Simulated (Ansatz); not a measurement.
Start of a relaxation, Se put at a top Co site (CoSi2, Fm-3m (No. 225), (1 1 0) face):

```
CELL_PARAMETERS angstrom
7.50131 0.00000 0.00000
0.00000 5.30423 0.00000
0.00000 0.00000 24.62599
ATOMIC_POSITIONS crystal
Co 0.25000 0.50000 0.34516
Co 0.75000 0.50000 0.34516
Si 0.50000 0.75000 0.34516
Si 0.00000 0.75000 0.34516
Si 0.50000 0.25000 0.34516
Si 0.00000 0.25000 0.34516
Co 0.50000 0.00000 0.42132
Co 0.00000 0.00000 0.42132
Si 0.75000 0.25000 0.42132
Si 0.25000 0.25000 0.42132
Si 0.75000 0.75000 0.42132
Si 0.25000 0.75000 0.42132
Co 0.75000 0.50000 0.49661
Co 0.25000 0.50000 0.49661
Si 0.00000 0.75333 0.49920
Si 0.50000 0.75333 0.49920
Si 0.00000 0.24667 0.49920
Si 0.50000 0.24667 0.49920
Co 0.00000 0.00000 0.57592
Co 0.50000 0.00000 0.57592
Si 0.25000 0.25498 0.57327
Si 0.75000 0.25498 0.57327
Si 0.25000 0.74502 0.57327
Si 0.75000 0.74502 0.57327
Se 0.50000 0.00000 0.67582
```

All numbers below come from Ansatz 0.2.0, DFT PBE+D3(BJ), scalar-relativistic, plane waves, PAW. Plane waves to 420 eV, a k mesh through Γ of 4×6×1 on the computed 25-atom cell and Gaussian smearing (0.10 eV); no spin polarisation. The cell repeats along c with a dipole correction in the vacuum.

Atoms 1, 2, 3, 4, 5, 6, 7, 8, 9, 10, 11, 12 (counted from 1) are held. The cell is fixed. Force threshold 0.03 eV/Å.

| step | E − E_final (eV) | largest force (eV/Å) |
| --- | --- | --- |
| 1 | 0.516 | 2.008 |
| 2 | 0.152 | 1.008 |
| 3 | 0.053 | 0.834 |
| 4 | 0.040 | 0.422 |
| 5 | 0.008 | 0.161 |
| 6 | 0.002 | 0.052 |
| 7 | 0.003 | 0.083 |
| 8 | 0.000 | 0.017 |

Task: What is the final structure?

Result:
```xyz
25
Lattice="7.5013 0.0000 0.0000 0.0000 5.3042 0.0000 0.0000 0.0000 24.6260" Properties=species:S:1:pos:R:3 pbc="T T T"
Co    1.8753    2.6521    8.5000
Co    5.6260    2.6521    8.5000
Si    3.7507    3.9782    8.5000
Si    0.0000    3.9782    8.5000
Si    3.7507    1.3261    8.5000
Si    0.0000    1.3261    8.5000
Co    3.7507    0.0000   10.3753
Co    0.0000    0.0000   10.3753
Si    5.6260    1.3261   10.3753
Si    1.8753    1.3261   10.3753
Si    5.6260    3.9782   10.3753
Si    1.8753    3.9782   10.3753
Co    5.5811    2.6521   12.2227
Co    1.9203    2.6521   12.2227
Si    0.0000    3.9787   12.2531
Si    3.7507    4.0404   12.3490
Si    0.0000    1.3256   12.2531
Si    3.7507    1.2638   12.3490
Co    0.0000    0.0000   14.1343
Co    3.7507    0.0000   14.3646
Si    1.8048    1.3899   14.1414
Si    5.6965    1.3899   14.1414
Si    1.8048    3.9143   14.1414
Si    5.6965    3.9143   14.1414
Se    3.7507    0.0000   16.4897
```

The end is the local minimum or symmetric point that this start leads to. The slab is only 5.6 Å thick, so the energy isn't converged with thickness.

Spin polarisation was left out, and a magnetic state may lie lower. An atom lies near a switch of its D3 coefficient C6 between reference coordination numbers, so the dispersion energy changes steeply there and can make or shift the minimum.

Cost: 1 run of about 38 core-minutes, on Arm Neoverse V1 (shared hosts).